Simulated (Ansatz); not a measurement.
The start is a generated cell, TiTe2 built in the baddeleyite structure type. The cell and all atomic positions are relaxed at zero pressure with PBE (plane waves to 420 eV, PAW, scalar-relativistic; Ansatz, a first-principles code). First-step values are on the input's coarse k-mesh.

Ansatz input (later rounds restart from its end on a renewed k-mesh):
Ansatz 0.2 input:
```yaml
crystal:
  lattice:
    - [6.662572, 0, 0]
    - [0, 6.74161, 0]
    - [-1.103272, 0, 6.789283]
  atoms:
    - { symbol: Ti, position: [0.2754, 0.0395, 0.2083] }
    - { symbol: Ti, position: [0.7246, 0.5395, 0.2917] }
    - { symbol: Ti, position: [0.7246, 0.9605, 0.7917] }
    - { symbol: Ti, position: [0.2754, 0.4605, 0.7083] }
    - { symbol: Te, position: [0.07, 0.3317, 0.3447] }
    - { symbol: Te, position: [0.93, 0.8317, 0.1553] }
    - { symbol: Te, position: [0.93, 0.6683, 0.6553] }
    - { symbol: Te, position: [0.07, 0.1683, 0.8447] }
    - { symbol: Te, position: [0.4496, 0.7569, 0.4792] }
    - { symbol: Te, position: [0.5504, 0.2569, 0.0208] }
    - { symbol: Te, position: [0.5504, 0.2431, 0.5208] }
    - { symbol: Te, position: [0.4496, 0.7431, 0.9792] }
basis: { ecutwfc: 420, ecutrho_ratio: 4, xc_grid: 2, fft_grid_basis: typed }
kpoints: { mp_grid: { grid: [3, 3, 3] } }
hamiltonian:
  xc: pbe
  dispersion: none
  pseudopotentials: { kind: paw }
scf: { occupations: { method: fermi_dirac, width: 0.05 } }
relax: { f_tol: 0.01, max_steps: 100, cell: { stress_tol: 0.02 } }
output: { forces: true, stress: true }
```

### Question
How large is the pressure on the unrelaxed cell, and of which sign?

### Answer
+6 GPa (positive: the cell is compressed).

### Question
Which atoms feel the largest initial force, and how large is it?

### Answer
About 0.9 eV/Å, on Ti1, Ti2, Ti3, Ti4 (atoms numbered as listed).

### Question
By how much does the energy per atom fall from start to end?

### Answer
0.07 eV/atom.

### Question
How does the volume change?

### Answer
+6.6 %, from 25.41 to 27.08 Å³/atom.

### Question
How do the shortest distances between atoms change?

### Answer
The closest pairs of elements (up to four, under 3.6 Å), start → end: Te–Ti 2.65 → 2.69 Å; Te–Te 3.29 → 3.39 Å.

### Question
Is the relaxed structure metallic? Give its gap.

### Answer
Zero (metallic).

### Question
Give the final cell and atomic positions.

### Answer

```cif
data_Te8Ti4
_chemical_formula_sum 'Ti4 Te8'
_space_group_name_H-M_alt 'P21/c'
_space_group_IT_number 14
_space_group_name_Hall '-P 2ybc'
_cell_length_a 6.77270
_cell_length_b 6.79976
_cell_length_c 7.16905
_cell_angle_alpha 90.000
_cell_angle_beta 100.161
_cell_angle_gamma 90.000
loop_
_atom_site_label
_atom_site_type_symbol
_atom_site_symmetry_multiplicity
_atom_site_Wyckoff_symbol
_atom_site_fract_x
_atom_site_fract_y
_atom_site_fract_z
_atom_site_occupancy
Ti1 Ti 4 e 0.29066 0.06029 0.20908 1
Te1 Te 4 e 0.07210 0.33889 0.34452 1
Te2 Te 4 e 0.57142 0.26071 0.01499 1
```

The space group stays P2₁/c (No. 14) (the run could not lower it); the end is AFLOW prototype A2B_mP12_14_2e_e (C43, as in ZrO2), with 12 atoms in the primitive cell. Final values are on a 6×6×6 k-mesh of the relaxed cell. No spin polarisation in the result.

The run could not lose the symmetry of its start; a randomly shaken copy of 12 atoms returns to this structure.

The relaxed structure here is a generated cell of TiTe2: the first start was made by placing the elements on the sites of a structure type, and the end was not matched to a known phase here, so it may be hypothetical. Known forms of TiTe2 include space group No. 164.
